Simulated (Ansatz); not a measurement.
## ZnAg

**What was measured.** A cell as deposited of cubic ZnAg (space group Pm-3m), temperature not stated, from the Crystallography Open Database (1963), has a = 3.156 Å and 15.72 Å³/atom.

Level of theory: DFT, PBEsol, scalar-relativistic, no spin polarisation; plane waves to 420 eV with PAW datasets (Ansatz 0.2.0), Γ-centred 10×10×10 mesh, 0.05 eV Gaussian smearing. The datasets are Ansatz's generated set soft_2.

```cif
data_structure
_symmetry_space_group_name_H-M 'Pm-3m'
_symmetry_Int_Tables_number 221
_cell_length_a 3.1170
_cell_length_b 3.1170
_cell_length_c 3.1170
_cell_angle_alpha 90.000
_cell_angle_beta 90.000
_cell_angle_gamma 90.000
_cell_volume 30.28
loop_
_atom_site_label
_atom_site_type_symbol
_atom_site_symmetry_multiplicity
_atom_site_Wyckoff_symbol
_atom_site_fract_x
_atom_site_fract_y
_atom_site_fract_z
_atom_site_occupancy
Zn1 Zn 1 b 0.50000 0.50000 0.50000 1
Ag1 Ag 1 a 0.00000 0.00000 0.00000 1
```

The chain of runs began from a cell as deposited in COD, expanded in volume.

The cell above was scaled in volume, its shape and atoms being fixed by the lattice's symmetry. Energies are counted from the cell above.

Cell and atoms are those of this level's equilibrium.

| V (Å³/atom) | ΔE (meV/atom) | P from the stress (GPa) |
| --- | --- | --- |
| 14.536 | 9.73 | 5.34 |
| 14.839 | 2.36 | 2.52 |
| 15.141 | 0.00 | 0.04 |
| 15.444 | 2.04 | -2.15 |
| 15.747 | 7.96 | -4.07 |

Q: Do the energies and the pressures agree? Compare −ΔE/ΔV between neighbouring points (1 meV/Å³ = 0.1602 GPa) with the mean of their pressures.

A: 
```
interval (Å³/atom)  −ΔE/ΔV (GPa)  mean P (GPa)
    14.54 to 14.84           3.9           3.9
    14.84 to 15.14           1.2           1.3
    15.14 to 15.44          -1.1          -1.1
    15.44 to 15.75          -3.1          -3.1
```
They differ by 0.03 GPa at most.

Q: What do the two routes give for V0, B0 and B0′?

A: A third-order Birch–Murnaghan fit of the energies: V0 = 15.15 Å³/atom, B0 = 116 GPa, B0′ = 5.3. A polynomial of P in ln V, with B = −dP/d ln V at P = 0: V0 = 15.15 Å³/atom, B0 = 116 GPa, B0′ = 5.4.

B0·V0 = 116.2 GPa × 15.15 Å³ = 10.98 eV/atom sets the scale: near the minimum ΔE ≈ ½ B0 V0 x², with x = V/V0 − 1, and a pressure of 1.2 GPa squeezes the volume by about 1 %. At the ends of the curve: x = −4.0 % predicts 8.9 meV/atom and the run gives 9.7; x = +4.0 % predicts 8.6 meV/atom and the run gives 8.0. The lopsidedness is anharmonic: atoms resist being pushed together more than being pulled apart.

**Comparison.** The computed cell (3.117 Å, 15.14 Å³/atom) differs from the database's by −3.7 % in volume, about −1.2 % in length. That is a large miss for PBEsol, or the entry is off. The run is a metal.
